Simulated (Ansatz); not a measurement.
BN:
```
BN
1.0
    2.53452     0.00000     0.00000
   -1.26726     2.19496     0.00000
    0.00000     0.00000     4.19024
B N
2 2
Direct
  0.66667   0.33333   0.99982
  0.33333   0.66667   0.49982
  0.66667   0.33333   0.62518
  0.33333   0.66667   0.12518
```

Relaxed with HSE06. Special points in fractions of this cell's reciprocal vectors: Γ (0.000, 0.000, 0.000); M (0.500, 0.000, 0.000); K (0.333, 0.333, 0.000); A (0.000, 0.000, 0.500); L (0.500, 0.000, 0.500); H (0.333, 0.333, 0.500).

Problem. List the band energies nearest the valence-band maximum at these points for plane-wave PAW HSE06 (Ansatz code).

Solution. In eV from the valence-band maximum; about four levels below and three above (degenerate sets whole), none deeper than 8.9 eV; points with the same levels are listed once.

| k | below | above |
|---|---|---|
| Γ | -2.33 -2.33 -0.27 0.00 0.00 | 10.15 10.15 10.44 |
| M | -7.60 -5.47 -4.77 -2.32 | 8.21 9.55 12.51 |
| K | -7.95 -7.95 -5.96 -5.93 -5.93 | 6.51 15.79 15.79 |
| A | -1.29 -1.29 -1.29 -1.29 | 11.33 11.33 11.81 11.81 11.81 11.81 |
| L | -4.13 -4.13 -3.91 -3.91 | 8.12 8.12 11.78 11.78 |
| H | -8.45 -8.45 -3.31 -3.31 | 11.10 11.10 11.92 11.92 |

Space group P6_3mc (wurtzite). Symmetry was held in the HSE06 relaxation. The hybrid was solved on a coarse mesh, the path and, where they were found, the r²SCAN edge points; its band edges are the extreme levels among these.

Potentials: the earlier of the program's two PAW sets. The files were generated under PBE; for other functionals the program regenerates the frozen cores, and for LDA and PBEsol the local potential too.
